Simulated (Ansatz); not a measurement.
Input and steps of a relaxation of cell and atoms on ZnCd2Te3 placed in the structure of MnCd2Te3 (space group No. 156) (Ansatz 0.2.0, PBEsol). The starting cell was estimated from covalent radii.

```yaml
crystal:
  lattice:
    - [4.4150475, 0.0, 0.0]
    - [-2.20752375, 3.82354329, 0.0]
    - [0.0, 0.0, 10.72959276]
  atoms:
    - { symbol: Zn, position: [0.33333333, 0.66666667, 0.66410858] }
    - { symbol: Cd, position: [0.0, 0.0, 0.99686164] }
    - { symbol: Cd, position: [0.66666667, 0.33333333, 0.33764196] }
    - { symbol: Te, position: [0.0, 0.0, 0.25037032] }
    - { symbol: Te, position: [0.66666667, 0.33333333, 0.59208768] }
    - { symbol: Te, position: [0.33333333, 0.66666667, 0.90892982] }
kpoints:
  mp_grid: { grid: [6, 6, 2] }
hamiltonian:
  xc: pbesol
scf:
  occupations: { method: fermi_dirac, width: 0.03 }
relax:
  f_tol: 0.01
  cell: {}
  max_steps: 120
output:
  write_density: true
  write_potential: true
  elf: true
  volumetric_format: npy
```

The trajectory has 6 recorded frames, each with positions in Å and forces in eV/Å. The last, and any step after a large change of cell, is solved on a basis re-selected at its cell; pressure is positive in compression.

Step 1: energy 0.0 meV/atom from step 1, largest force component 0.432 eV/Å, pressure +3.12 GPa
```xyz
6
Lattice="4.4150 0.0000 0.0000 -2.2075 3.8235 0.0000 0.0000 0.0000 10.7296" Properties=species:S:1:pos:R:3:forces:R:3 pbc="T T T"
Zn    0.0000    2.5490    7.1256    0.0000    0.0000    0.0755
Cd    0.0000    0.0000   10.6959    0.0000    0.0000   -0.0188
Cd    2.2075    1.2745    3.6228    0.0000    0.0000    0.0625
Te    0.0000    0.0000    2.6864    0.0000    0.0000   -0.0416
Te    2.2075    1.2745    6.3529    0.0000    0.0000    0.3538
Te    0.0000    2.5490    9.7524    0.0000    0.0000   -0.4315
```

Step 2 (rejected): energy +6.2 meV/atom from step 1, largest force component 0.694 eV/Å, pressure -2.07 GPa
```xyz
6
Lattice="4.5598 0.0000 0.0000 -2.2799 3.9489 0.0000 0.0000 0.0000 11.2541" Properties=species:S:1:pos:R:3:forces:R:3 pbc="T T T"
Zn    0.0000    2.6326    7.4629    0.0000    0.0000   -0.0390
Cd    0.0000    0.0000   11.1495    0.0000    0.0000    0.0194
Cd    2.2799    1.3163    3.9190    0.0000    0.0000   -0.0842
Te    0.0000    0.0000    2.7900    0.0000    0.0000    0.0745
Te    2.2799    1.3163    6.8267    0.0000    0.0000   -0.6644
Te    0.0000    2.6326   10.0547    0.0000    0.0000    0.6937
```

Q: How does the relaxation go on, and where does it end?

A:
Step 3: energy -20.0 meV/atom from step 1, largest force component 0.117 eV/Å, pressure +0.08 GPa
```xyz
6
Lattice="4.4921 0.0000 0.0000 -2.2461 3.8903 0.0000 0.0000 0.0000 10.9871" Properties=species:S:1:pos:R:3:forces:R:3 pbc="T T T"
Zn    0.0000    2.5935    7.3044    0.0000    0.0000    0.0393
Cd    0.0000    0.0000   10.9378    0.0000    0.0000    0.0187
Cd    2.2461    1.2968    3.7332    0.0000    0.0000    0.0633
Te    0.0000    0.0000    2.7424    0.0000    0.0000   -0.0448
Te    2.2461    1.2968    6.5372    0.0000    0.0000    0.0410
Te    0.0000    2.5935    9.9467    0.0000    0.0000   -0.1175
```

Step 4: energy -20.4 meV/atom from step 1, largest force component 0.051 eV/Å, pressure +0.05 GPa
```xyz
6
Lattice="4.4825 0.0000 0.0000 -2.2413 3.8820 0.0000 0.0000 0.0000 11.0303" Properties=species:S:1:pos:R:3:forces:R:3 pbc="T T T"
Zn    0.0000    2.5880    7.3342    0.0000    0.0000    0.0031
Cd    0.0000    0.0000   10.9774    0.0000    0.0000    0.0117
Cd    2.2413    1.2940    3.7723    0.0000    0.0000    0.0097
Te    0.0000    0.0000    2.7441    0.0000    0.0000   -0.0105
Te    2.2413    1.2940    6.5781    0.0000    0.0000   -0.0512
Te    0.0000    2.5880    9.9576    0.0000    0.0000    0.0373
```

Step 5: energy -20.5 meV/atom from step 1, largest force component 0.003 eV/Å, pressure 0.00 GPa
```xyz
6
Lattice="4.4840 0.0000 0.0000 -2.2420 3.8833 0.0000 0.0000 0.0000 11.0383" Properties=species:S:1:pos:R:3:forces:R:3 pbc="T T T"
Zn    0.0000    2.5889    7.3426    0.0000    0.0000   -0.0002
Cd    0.0000    0.0000   10.9896    0.0000    0.0000   -0.0032
Cd    2.2420    1.2944    3.7717    0.0000    0.0000    0.0008
Te    0.0000    0.0000    2.7449    0.0000    0.0000    0.0017
Te    2.2420    1.2944    6.5742    0.0000    0.0000   -0.0003
Te    0.0000    2.5889    9.9706    0.0000    0.0000    0.0012
```

Step 6: energy -20.9 meV/atom from step 1, largest force component 0.003 eV/Å, pressure -0.01 GPa
```xyz
6
Lattice="4.4840 0.0000 0.0000 -2.2420 3.8833 0.0000 0.0000 0.0000 11.0383" Properties=species:S:1:pos:R:3:forces:R:3 pbc="T T T"
Zn    0.0000    2.5889    7.3426    0.0000    0.0000   -0.0002
Cd    0.0000    0.0000   10.9896    0.0000    0.0000   -0.0032
Cd    2.2420    1.2944    3.7717    0.0000    0.0000    0.0009
Te    0.0000    0.0000    2.7449    0.0000    0.0000    0.0017
Te    2.2420    1.2944    6.5742    0.0000    0.0000   -0.0002
Te    0.0000    2.5889    9.9706    0.0000    0.0000    0.0010
```

The walk took 5 steps and changed the volume by +6.1 %. The last SCF, on a fresh basis, lies 20.9 meV an atom below the first. Final cell: space group P3m1 (No. 156), trigonal; a = 4.484 Å, c = 11.038 Å in the conventional setting, 32.03 Å³ an atom. Zn is surrounded by 4 Te at 2.63–2.70 Å; Cd is surrounded by 4 Te at 2.78–2.79 Å; Cd is surrounded by 4 Te at 2.79–2.80 Å; Te is surrounded by 4 Cd at 2.79 Å; Te is surrounded by 3 Zn at 2.70 Å and 1 Cd at 2.80 Å; Te is surrounded by 1 Zn at 2.63 Å and 3 Cd at 2.78 Å.

Command: `ansatz run input.yaml --threads 2 --pin off --max-ram 2211MiB --backend cpu --events-out ev --progress --plain --runs-dir out`.

Q: It ran on 2 threads of Intel(R) Xeon(R) 6975P-C (Granite Rapids), with other jobs on the host, load about 0.5 per core. About how long did it take, and what peak of host memory did it reach?

A: About 26 s, with a peak of 0.58 GiB.

The structure was generated, not taken from experiment, and needn't be the ground state; spin polarisation is off.
